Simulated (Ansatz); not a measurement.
Ansatz (a first-principles code) input:

Ansatz 0.2 input:
```yaml
crystal:
  lattice:
    - [3.160241962, -5.7147891715, 0.0]
    - [3.160241962, 5.7147891715, 0.0]
    - [0.0, 0.0, 6.3007806659]
  atoms:
    - { symbol: Sn, position: [0.0461302126, 0.2997343685, 0.6732561397] }
    - { symbol: Sn, position: [0.9538697874, 0.7002656315, 0.6732561397] }
    - { symbol: Sn, position: [0.2997343685, 0.0461302126, 0.3267438603] }
    - { symbol: Sn, position: [0.7002656315, 0.9538697874, 0.3267438603] }
    - { symbol: Sn, position: [0.4538697874, 0.2002656315, 0.8267438603] }
    - { symbol: Sn, position: [0.5461302126, 0.7997343685, 0.8267438603] }
    - { symbol: Sn, position: [0.2002656315, 0.4538697874, 0.1732561397] }
    - { symbol: Sn, position: [0.7997343685, 0.5461302126, 0.1732561397] }
    - { symbol: Ir, position: [0.5, 0.5, 0.5] }
    - { symbol: Ir, position: [0.0, 0.0, 0.0] }
kpoints:
  mp_grid: { grid: [11, 11, 10] }
hamiltonian:
  xc: pbesol
  pseudopotentials: { kind: paw }
scf:
  occupations: { method: fermi_dirac, width: 0.1 }
elastic: { mode: relaxed_ion, stencil: two_point, amplitude: 0.005, f_tol: 0.0005 }
```

Output (shortened):

```
Pseudopotential: Sn, paw, valence charge 14
Pseudopotential: Ir, paw, valence charge 17
Functional definition: PBEsol
Crystal: 10 atoms, lattice volume = 227.586 Å³
Basis set: ecut = 420 eV, 4445 PW (Γ), exchange–correlation on 90×90×90 points (8 copies of the dense FFT grid, shifted against one another)
Bands: 88, of which v1, the nominal top of the filled ones, is band 73 counted from 1 (72 counted from 0)
Symmetry: 8 space group operations
Space group: Ccce (ITA 68), of the structure as read, at distance tolerance 6.1e-5 Å
k-points: 216 of 1210
SCF 1 converged in 13 iterations: F = -71198.579603 eV  dr2 = 1.10e-14
relax step   1: F+E_penalty+E_count = -71198.57960274 eV  Δ(F+E_penalty+E_count) = +0.000e0 eV  max|allowed force component| = 1.150e-2 eV/Å  Δτ_max = 0.0000 Å  (13 SCF iters, accepted)
Crystal: 10 atoms, lattice volume = 227.586 Å³
SCF 2 converged in 14 iterations: F = -71198.579666 eV  dr2 = 5.54e-15
relax step   2: F+E_penalty+E_count = -71198.57966564 eV  Δ(F+E_penalty+E_count) = -6.290e-5 eV  max|allowed force component| = 7.297e-3 eV/Å  Δτ_max = 0.0061 Å  (14 SCF iters, accepted)
Crystal: 10 atoms, lattice volume = 227.586 Å³
SCF 3 converged in 10 iterations: F = -71198.579794 eV  dr2 = 1.62e-14
relax step   3: F+E_penalty+E_count = -71198.57979416 eV  Δ(F+E_penalty+E_count) = -1.285e-4 eV  max|allowed force component| = 9.199e-4 eV/Å  Δτ_max = 0.0027 Å  (10 SCF iters, accepted)
Crystal: 10 atoms, lattice volume = 227.586 Å³
SCF 4 converged in 12 iterations: F = -71198.579794 eV  dr2 = 6.42e-19
relax step   4: F+E_penalty+E_count = -71198.57979435 eV  Δ(F+E_penalty+E_count) = -1.827e-7 eV  max|allowed force component| = 5.458e-4 eV/Å  Δτ_max = 0.0001 Å  (12 SCF iters, accepted)
Crystal: 10 atoms, lattice volume = 227.586 Å³
SCF 5 converged in 11 iterations: F = -71198.579794 eV  dr2 = 1.59e-18
relax step   5: F+E_penalty+E_count = -71198.57979447 eV  Δ(F+E_penalty+E_count) = -1.270e-7 eV  max|allowed force component| = 8.213e-6 eV/Å  Δτ_max = 0.0001 Å  (11 SCF iters, accepted)
Crystal: 10 atoms, lattice volume = 227.586 Å³
SCF 6 converged in 13 iterations: F = -71198.579794 eV  dr2 = 1.64e-18
Crystal: 10 atoms, lattice volume = 226.448 Å³
Basis set: ecut = 420 eV, 4409 PW (Γ), exchange–correlation on 90×90×90 points (8 copies of the dense FFT grid, shifted against one another)
SCF 7 converged in 13 iterations: F = -71198.576095 eV  dr2 = 7.66e-15
relax step   1: F+E_penalty+E_count = -71198.57609547 eV  Δ(F+E_penalty+E_count) = +0.000e0 eV  max|allowed force component| = 3.204e-2 eV/Å  Δτ_max = 0.0000 Å  (13 SCF iters, accepted)
Crystal: 10 atoms, lattice volume = 226.448 Å³
SCF 8 converged in 10 iterations: F = -71198.576496 eV  dr2 = 8.01e-14
relax step   2: F+E_penalty+E_count = -71198.57649567 eV  Δ(F+E_penalty+E_count) = -4.002e-4 eV  max|allowed force component| = 2.047e-3 eV/Å  Δτ_max = 0.0032 Å  (10 SCF iters, accepted)
Crystal: 10 atoms, lattice volume = 226.448 Å³
SCF 9 converged in 11 iterations: F = -71198.576500 eV  dr2 = 3.04e-18
relax step   3: F+E_penalty+E_count = -71198.57650009 eV  Δ(F+E_penalty+E_count) = -4.417e-6 eV  max|allowed force component| = 8.250e-4 eV/Å  Δτ_max = 0.0003 Å  (11 SCF iters, accepted)
Crystal: 10 atoms, lattice volume = 226.448 Å³
SCF 10 converged in 11 iterations: F = -71198.576501 eV  dr2 = 1.82e-18
relax step   4: F+E_penalty+E_count = -71198.57650103 eV  Δ(F+E_penalty+E_count) = -9.428e-7 eV  max|allowed force component| = 2.966e-5 eV/Å  Δτ_max = 0.0002 Å  (11 SCF iters, accepted)
Crystal: 10 atoms, lattice volume = 226.448 Å³
[...]
Crystal: 10 atoms, lattice volume = 227.584 Å³
SCF 59 converged in 6 iterations: F = -71198.579000 eV  dr2 = 7.17e-16
Crystal: 10 atoms, lattice volume = 227.584 Å³
SCF 60 converged in 12 iterations: F = -71198.578570 eV  dr2 = 4.87e-14
relax step   1: F+E_penalty+E_count = -71198.57856982 eV  Δ(F+E_penalty+E_count) = +0.000e0 eV  max|allowed force component| = 1.653e-2 eV/Å  Δτ_max = 0.0000 Å  (12 SCF iters, accepted)
Crystal: 10 atoms, lattice volume = 227.584 Å³
SCF 61 converged in 10 iterations: F = -71198.578999 eV  dr2 = 1.59e-14
relax step   2: F+E_penalty+E_count = -71198.57899870 eV  Δ(F+E_penalty+E_count) = -4.289e-4 eV  max|allowed force component| = 2.118e-3 eV/Å  Δτ_max = 0.0050 Å  (10 SCF iters, accepted)
Crystal: 10 atoms, lattice volume = 227.584 Å³
SCF 62 converged in 8 iterations: F = -71198.579000 eV  dr2 = 5.77e-14
relax step   3: F+E_penalty+E_count = -71198.57900012 eV  Δ(F+E_penalty+E_count) = -1.427e-6 eV  max|allowed force component| = 1.548e-4 eV/Å  Δτ_max = 0.0003 Å  (8 SCF iters, accepted)
Crystal: 10 atoms, lattice volume = 227.584 Å³
SCF 63 converged in 6 iterations: F = -71198.579000 eV  dr2 = 1.27e-15
SCF converged after 13 iterations
Stability not checked: this state was not tested for a lower state beside it, because too few of the mixer's solves of this state at the end of the SCF gave a …
Free energy (F): -71198.579794 eV
Harris-Foulkes:  -71198.579794 eV  (|F-HF|=2.91e-11)
Internal energy: -71198.460092 eV  (E = F + TS)
E sigma→0 (E₀):  -71198.519943 eV
Entropy (-TS):   -0.119702 eV (-11.970 meV/atom)
Fermi energy:    13.321768 eV
--- Per-component energies (eV) ---
  E_band       = -909.373591
  E_kinetic    = 2755.011684
  E_local      = -10054.903224  (includes V_loc(G=0)·N_el)
  E_nonlocal   = -88.477229
  E_hartree    = 5590.414996
  E_xc         = -3569.753125
  E_vxc        = -1379.285142  (∫ρ·V_xc dr)
  E_paw        = -50708.483918  (= ΣΔE_a)
  E_vpaw       = -3322.549776  (= ΣTr[D̂ρ^β])
  E_aug_tail   = 0.000104  (compensation charges beyond the density's cutoff)
  E_ewald      = -15125.078667
  E_core_change = 2.809288  (= ΣΔE_core)
  E_smearing   = -0.119702  (= −TS)
  E_closure    =  0.000000  (closes the sum)
  Σ components = -71198.579794   (vs F -71198.579794, Δ=0.00e0)
--- Forces (eV/Å), atoms counted from 1 ---
  atom   1  Sn    -0.00000821     0.00000372     0.00000225
  atom   2  Sn     0.00000821    -0.00000372     0.00000225
  atom   3  Sn    -0.00000821    -0.00000372    -0.00000225
  atom   4  Sn     0.00000821     0.00000372    -0.00000225
  atom   5  Sn     0.00000821    -0.00000372    -0.00000225
  atom   6  Sn    -0.00000821     0.00000372    -0.00000225
  atom   7  Sn     0.00000821     0.00000372     0.00000225
  atom   8  Sn    -0.00000821    -0.00000372     0.00000225
  atom   9  Ir     0.00000000     0.00000000     0.00000000
  atom  10  Ir     0.00000000     0.00000000     0.00000000
  max |Σ_I F_I| component: 1.04e-17 eV/Å
--- Stress (GPa, compression-positive) ---
        0.091637       0.000000       0.000000
        0.000000      -0.066753       0.000000
        0.000000       0.000000       0.080107
  P = ⅓ Tr σ = 0.0350 GPa (0.350 kbar)
--- Band table (eV; the first three rows and the last of 216) ---
  k-point 0: bands = ["-78.3810", "-78.3810", "-35.3153", "-35.3146", "-35.3118", "-35.3110", "-35.2189", "-35.2185", "-8.0654", "-8.0509", "-8.0321", "-8.0075", "-7.9913", "-7.9881", "-7.9756", "-7.9730", "-7.9587", "-7.9522", "-7.9307", "-7.9270", …
  k-point 1: bands = ["-78.3810", "-78.3810", "-35.3153", "-35.3146", "-35.3117", "-35.3110", "-35.2189", "-35.2185", "-8.0652", "-8.0512", "-8.0305", "-8.0076", "-7.9962", "-7.9894", "-7.9750", "-7.9745", "-7.9564", "-7.9541", "-7.9326", "-7.9217", …
  k-point 2: bands = ["-78.3810", "-78.3810", "-35.3153", "-35.3146", "-35.3117", "-35.3111", "-35.2189", "-35.2185", "-8.0645", "-8.0519", "-8.0257", "-8.0082", "-8.0045", "-7.9928", "-7.9798", "-7.9722", "-7.9630", "-7.9494", "-7.9352", "-7.9251", …
  k-point 215: bands = ["-78.3810", "-78.3810", "-35.3149", "-35.3149", "-35.3114", "-35.3114", "-35.2187", "-35.2187", "-8.0487", "-8.0487", "-8.0234", "-8.0234", "-7.9732", "-7.9732", "-7.9571", "-7.9571", "-7.9412", "-7.9412", "-7.9279", "-7.9279", …
--- Elastic constants: 6 strain directions × 2 members + reference (group order 8) ---
  dense FFT box of the reference and of every strained cell: 45×45×45
  strains applied: 11, 22, 33, 23, 13, 12; error gains …
  reference relaxed by the batch: 5 steps …
  largest displacement 3.4e-3 Å; the constants are those of the deck's cell at these positions:
  atoms:
    - { symbol: Sn, position: [0.04598933198111005, 0.29941745165777045, 0.6727931232939067] }
    - { symbol: Sn, position: [0.9540106680188899, 0.7005825483422295, 0.6727931232939067] }
    - { symbol: Sn, position: [0.29941745165777045, 0.04598933198111005, 0.3272068767060935] }
    - { symbol: Sn, position: [0.7005825483422295, 0.9540106680188899, 0.3272068767060935] }
    - { symbol: Sn, position: [0.45401066801889006, 0.20058254834222972, 0.8272068767060934] }
    - { symbol: Sn, position: [0.5459893319811102, 0.7994174516577706, 0.8272068767060934] }
    - { symbol: Sn, position: [0.20058254834222972, 0.45401066801889006, 0.1727931232939066] }
    - { symbol: Sn, position: [0.7994174516577706, 0.5459893319811102, 0.1727931232939066] }
    - { symbol: Ir, position: [0.5, 0.5, 0.5] }
    - { symbol: Ir, position: [0.0, 0.0, 0.0] }
  C = ∂σ_k/∂η_j (tension-positive GPa; Voigt order 11 22 33 23 13 12):
       147.868     62.691     53.459      0.000      0.000      0.000
        62.560    120.211     58.351      0.000      0.000      0.000
        53.450     58.469    142.349      0.000      0.000      0.000
         0.000      0.000      0.000     34.620      0.000      0.000
         0.000      0.000      0.000      0.000     51.747      0.000
         0.000      0.000      0.000      0.000      0.000     44.755
  reference stress σ⁰ (GPa):     -0.092      0.067     -0.080      0.000      0.000      0.000
  moduli (Voigt/Reuss/Hill, GPa): K = 84.38/83.96/84.17   G = 41.95/40.65/41.30   E = 106.49   ν = 0.289
  mechanically stable: yes (min eigenvalue of sym C = 34.62 GPa)
  strain η (Voigt 11):  stress-route row diagonal C_11 = 147.87 GPa, energy-path curvature d²(F+E_count+ΔE)/dδ²/Ω₀ = 147.88 GPa
         δ    σ_11 (GPa)             F (eV)   n_scf  n_hpsi   n_pw
    -5.000e-3      -0.8381      -71198.5765010       6  235633   4456   relax 4 steps, max|allowed force component| 2.97e-5 eV/Å
     5.000e-3       0.6406      -71198.5778394       6  237645   4500   relax 3 steps, max|allowed force component| 4.92e-5 eV/Å
  strain η (Voigt 22):  stress-route row diagonal C_22 = 120.21 GPa, energy-path curvature d²(F+E_count+ΔE)/dδ²/Ω₀ = 120.20 GPa
         δ    σ_22 (GPa)             F (eV)   n_scf  n_hpsi   n_pw
    -5.000e-3      -0.5402      -71198.5781244       6  236188   4461   relax 5 steps, max|allowed force component| 6.37e-6 eV/Å
     5.000e-3       0.6619      -71198.5771980       6  236968   4503   relax 3 steps, max|allowed force component| 1.37e-5 eV/Å
  strain η (Voigt 33):  stress-route row diagonal C_33 = 142.35 GPa, energy-path curvature d²(F+E_count+ΔE)/dδ²/Ω₀ = 142.37 GPa
         δ    σ_33 (GPa)             F (eV)   n_scf  n_hpsi   n_pw
    -5.000e-3      -0.7978      -71198.5766800       6  235730   4464   relax 5 steps, max|allowed force component| 7.18e-5 eV/Å
     5.000e-3       0.6257      -71198.5778447       6  235498   4502   relax 3 steps, max|allowed force component| 1.16e-4 eV/Å
  strain η (Voigt 23):  stress-route row diagonal C_44 = 34.62 GPa, energy-path curvature d²(F+E_count+ΔE)/dδ²/Ω₀ = 34.63 GPa
         δ    σ_23 (GPa)             F (eV)   n_scf  n_hpsi   n_pw
    -5.000e-3      -0.1731      -71198.5791759       6  367603   4482   relax 5 steps, max|allowed force component| 1.46e-4 eV/Å
     5.000e-3       0.1731      -71198.5791758       6  367478   4482   relax 3 steps, max|allowed force component| 4.46e-4 eV/Å
  strain η (Voigt 13):  stress-route row diagonal C_55 = 51.75 GPa, energy-path curvature d²(F+E_count+ΔE)/dδ²/Ω₀ = 51.79 GPa
         δ    σ_13 (GPa)             F (eV)   n_scf  n_hpsi   n_pw
    -5.000e-3      -0.2587      -71198.5788708       6  366071   4474   relax 5 steps, max|allowed force component| 1.09e-4 eV/Å
     5.000e-3       0.2587      -71198.5788707       6  365841   4474   relax 2 steps, max|allowed force component| 3.30e-4 eV/Å
  strain η (Voigt 12):  stress-route row diagonal C_66 = 44.75 GPa, energy-path curvature d²(F+E_count+ΔE)/dδ²/Ω₀ = 44.77 GPa
         δ    σ_12 (GPa)             F (eV)   n_scf  n_hpsi   n_pw
    -5.000e-3      -0.2238      -71198.5790001       6  399902   4478   relax 4 steps, max|allowed force component| 8.22e-5 eV/Å
     5.000e-3       0.2238      -71198.5790001       6  400223   4478   relax 3 steps, max|allowed force component| 1.55e-4 eV/Å
```

Cost: very roughly 3 core-hours on shared cores.

The first step of the workflow began from a Materials Project structure, measured or hypothetical; the Crystallography Open Database copy checked does not list it. COD files the formula under space group No. 142. Its standing as an ambient phase is unchecked. Symmetry was held in the PBEsol relaxation; whether a distortion lowers the energy is not shown. The run is not spin-polarised. As this level gives no gap, shear constants depend on the k-mesh and smearing (Fermi–Dirac, 0.1 eV here). Axis ratios of metals converge slowly with the k-mesh, so a and c are less sure than the volume. Spin–orbit coupling is left out wherever it is not named.

Potentials: the later of the program's two PAW sets.

Ansatz is a plane-wave DFT program.
